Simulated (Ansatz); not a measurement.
With PBE in the plane-wave PAW code Ansatz, MoPt in the CsCl type structure (Pm-3m) relaxes to a = 3.176 Å. Its formation energy from the elements is 232 meV/atom, with no fitted shifts.

Electronic character: metallic (no gap). Gap from PBE with spin–orbit coupling: none (metallic).

The bulk modulus is 245 GPa.

The start of the workflow was typed in or built on a structure type; neither database checked (COD, Materials Project) lists it. Its standing as an ambient phase is unchecked. The cell was relaxed with PBE under the symmetry of its start; its stability against distortions is not shown here. No spin polarisation was allowed. Its formation energy is positive at this level, so the cell may be metastable or incomplete. The references are the lowest solids computed at this level, not always the standard phases. Spin–orbit coupling is left out wherever it is not named.

Potentials: the earlier of the program's two PAW sets.
